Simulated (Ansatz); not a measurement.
LiF (rock salt)

```
LiF
1.0
    0.00000     1.99510     1.99510
    1.99510     0.00000     1.99510
    1.99510     1.99510     0.00000
F Li
1 1
Cartesian
  0.00000   0.00000   0.00000
  1.99510   1.99510   1.99510
```

Equation-of-state scan: isotropic scaling of the cell above, V₀ being its volume. Symmetry pins the atoms to their sites.

Computed with r2SCAN (plane waves to 500 eV, PAW, scalar-relativistic; Ansatz, an electronic-structure program). k mesh 14×14×14 (Γ-centred), Fermi-Dirac smearing 0.05 eV. E stands for the smeared free energy. LiF was relaxed with its symmetry unable to fall. ΔE is measured from the relaxed starting cell.

Estimate the ΔE (kJ/mol of atoms) for V/V₀ = 0.925, 0.950, 1.025, 1.050, 1.075, 1.100.


| V/V₀ | ΔE (kJ/mol of atoms) |
|---|---|
| 0.925 | 1.19 |
| 0.950 | 0.51 |
| 1.025 | 0.11 |
| 1.050 | 0.42 |
| 1.075 | 0.92 |
| 1.100 | 1.57 |

(Under strain, the slope of the energy per volume gives the stress and its curvature an elastic modulus.)
